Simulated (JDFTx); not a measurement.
An input for a modified build of JDFTx (Zr(0001), linear PCM (GLSSA13), water, 1 M NaCl; bohr, hartree) and the course of its log:

```
lattice \
  6.1212571767 3.0606285884 0.0000000000 \
  0.0000000000 5.3011642078 0.0000000000 \
  0.0000000000 0.0000000000 60.0932907631
coords-type Lattice
ion Zr 0.6666666668 0.6666666668 -0.1219863210 0
ion Zr 0.0000000002 0.0000000002 -0.0406621070 0
ion Zr 0.6666666668 0.6666666668 0.0406621070 0
ion Zr 0.0000000002 0.0000000002 0.1219863210 0
ion-species pseudo/zr_pbe_v1.upf
elec-cutoff 20 100
elec-ex-corr gga-PBE
coulomb-interaction Slab 001
coulomb-truncation-embed 0 0 0
kpoint-folding 8 8 1
elec-smearing Fermi 0.01
elec-n-bands 34
electronic-scf nIterations 100 energyDiffThreshold 1e-08
fluid LinearPCM
pcm-variant GLSSA13
fluid-solvent H2O
fluid-cation Na+ 1
fluid-anion Cl- 1
fluid-minimize nIterations 400 knormThreshold 1e-11
wavefunction read vac.wfns
elec-initial-eigenvals vac.eigenvals
dump-name f0.$VAR
dump End State Ecomponents EigStats BandEigs Forces ElecDensity IonicPositions Fillings Kpoints Dtot FluidDebug BoundCharge FluidDensity
```

```
[one cycle in 5 is shown, and the last three; fluid-solver lines are left out]
	FillingsUpdate:  mu: -0.137410419  nElectrons: 48.000000
SCF: Cycle:  0   F: -188.788152393409462   dF: -8.134e-05   |Residual|: 2.096e-03   |deigs|: 2.694e-05
	FillingsUpdate:  mu: -0.131764782  nElectrons: 48.000000
SCF: Cycle:  5   F: -188.788280078258708   dF: -9.985e-07   |Residual|: 1.414e-04   |deigs|: 9.400e-04
	FillingsUpdate:  mu: -0.131459795  nElectrons: 48.000000
SCF: Cycle: 10   F: -188.788281125787364   dF: -1.160e-08   |Residual|: 3.265e-05   |deigs|: 2.652e-05
	FillingsUpdate:  mu: -0.131466223  nElectrons: 48.000000
SCF: Cycle: 15   F: -188.788280786813033   dF: +3.591e-07   |Residual|: 7.363e-05   |deigs|: 2.402e-05
	FillingsUpdate:  mu: -0.131455595  nElectrons: 48.000000
SCF: Cycle: 20   F: -188.788281164340361   dF: -2.788e-07   |Residual|: 1.682e-05   |deigs|: 3.222e-05
	FillingsUpdate:  mu: -0.131467697  nElectrons: 48.000000
SCF: Cycle: 25   F: -188.788281142375922   dF: -1.328e-07   |Residual|: 2.200e-05   |deigs|: 3.814e-05
	FillingsUpdate:  mu: -0.131425020  nElectrons: 48.000000
SCF: Cycle: 30   F: -188.788281158950042   dF: -6.141e-08   |Residual|: 2.726e-05   |deigs|: 2.843e-05
	FillingsUpdate:  mu: -0.131424147  nElectrons: 48.000000
SCF: Cycle: 35   F: -188.788281152816324   dF: -6.661e-08   |Residual|: 3.185e-05   |deigs|: 3.564e-05
	FillingsUpdate:  mu: -0.131430411  nElectrons: 48.000000
SCF: Cycle: 40   F: -188.788281156306539   dF: -2.324e-08   |Residual|: 3.079e-05   |deigs|: 2.082e-05
	FillingsUpdate:  mu: -0.131463556  nElectrons: 48.000000
SCF: Cycle: 45   F: -188.788280709656334   dF: +4.573e-07   |Residual|: 9.306e-05   |deigs|: 1.228e-05
	FillingsUpdate:  mu: -0.131420159  nElectrons: 48.000000
SCF: Cycle: 50   F: -188.788281157754511   dF: -4.353e-08   |Residual|: 2.792e-05   |deigs|: 1.704e-05
	FillingsUpdate:  mu: -0.131421136  nElectrons: 48.000000
SCF: Cycle: 55   F: -188.788281158785679   dF: -4.467e-08   |Residual|: 2.715e-05   |deigs|: 1.725e-05
	FillingsUpdate:  mu: -0.131437495  nElectrons: 48.000000
SCF: Cycle: 60   F: -188.788281109537053   dF: -8.337e-07   |Residual|: 4.122e-05   |deigs|: 4.974e-05
	FillingsUpdate:  mu: -0.131452984  nElectrons: 48.000000
SCF: Cycle: 65   F: -188.788280439917258   dF: +7.285e-07   |Residual|: 1.144e-04   |deigs|: 1.672e-05
	FillingsUpdate:  mu: -0.131430735  nElectrons: 48.000000
SCF: Cycle: 70   F: -188.788281131138916   dF: -3.189e-07   |Residual|: 3.125e-05   |deigs|: 3.750e-05
	FillingsUpdate:  mu: -0.131441601  nElectrons: 48.000000
SCF: Cycle: 75   F: -188.788280998779754   dF: +1.612e-07   |Residual|: 5.651e-05   |deigs|: 2.919e-05
	FillingsUpdate:  mu: -0.131427808  nElectrons: 48.000000
SCF: Cycle: 80   F: -188.788281144914009   dF: -3.689e-08   |Residual|: 2.434e-05   |deigs|: 2.515e-05
	FillingsUpdate:  mu: -0.131407643  nElectrons: 48.000000
SCF: Cycle: 85   F: -188.788281153461014   dF: -7.966e-09   |Residual|: 2.508e-05   |deigs|: 1.821e-05
	FillingsUpdate:  mu: -0.131480913  nElectrons: 48.000000
SCF: Cycle: 90   F: -188.788280266557734   dF: +8.912e-07   |Residual|: 1.220e-04   |deigs|: 6.782e-05
	FillingsUpdate:  mu: -0.131416998  nElectrons: 48.000000
SCF: Cycle: 95   F: -188.788281161862074   dF: -4.046e-08   |Residual|: 2.174e-05   |deigs|: 1.797e-05
	FillingsUpdate:  mu: -0.131403315  nElectrons: 48.000000
SCF: Cycle: 97   F: -188.788281134477671   dF: -7.517e-09   |Residual|: 2.974e-05   |deigs|: 4.244e-05
	FillingsUpdate:  mu: -0.131447561  nElectrons: 48.000000
SCF: Cycle: 98   F: -188.788281156737810   dF: -2.226e-08   |Residual|: 1.371e-05   |deigs|: 4.615e-05
	FillingsUpdate:  mu: -0.131465742  nElectrons: 48.000000
SCF: Cycle: 99   F: -188.788280817686598   dF: +3.391e-07   |Residual|: 7.576e-05   |deigs|: 2.193e-05
SCF: None of the convergence criteria satisfied after 100 iterations.
IonicMinimize: Iter:   0  F: -188.788280817686598  |grad|_K:  0.000e+00
IonicMinimize: Converged (|grad|_K<1.000000e-04).
```

This run gave no converged result. The loop ran out of cycles short of its threshold. It has stalled and not diverged: the last ten energies span 9e-07 Ha, so the total is near its end, but levels, forces and charges aren't shown converged.
